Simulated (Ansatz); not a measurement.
A crystal relaxed with r2SCAN in the plane-wave code Ansatz has space group I-42m (No. 121) and a = 6.115 Å, c = 12.181 Å.

```
atom  site       x       y       z
   P    4d  0.5000  0.0000  0.2500
  Xx    8i  0.2699  0.7301  0.1326
   P    2b  0.5000  0.5000  0.0000
  Bi    2a  0.0000  0.0000  0.0000
```

The r2SCAN gap is direct at Γ: 0.17 eV. HSE06 gives a direct gap of 0.43 eV at Γ. Meshes: r2SCAN 6×6×6, HSE06 4×4×4.

Q: Which element is Xx?
A. In
B. B
C. Al
D. Ga

A: A. Xx is In: In4BiP3, ordered on the zincblende lattice (I-42m) with 8 atoms a cell. P has 4 In at 2.60 Å; In has 3 P at 2.56–2.60 Å and 1 Bi at 2.84 Å; P has 4 In at 2.56 Å; Bi has 4 In at 2.84 Å.

No spin polarisation and no zero-point or thermal motion; the cell was built from a prototype and may be hypothetical.

Spin-orbit coupling is left out; in compounds of Pb, Bi, Tl or Hg it can lower a gap by up to about 1 eV, split its edges or invert the bands.
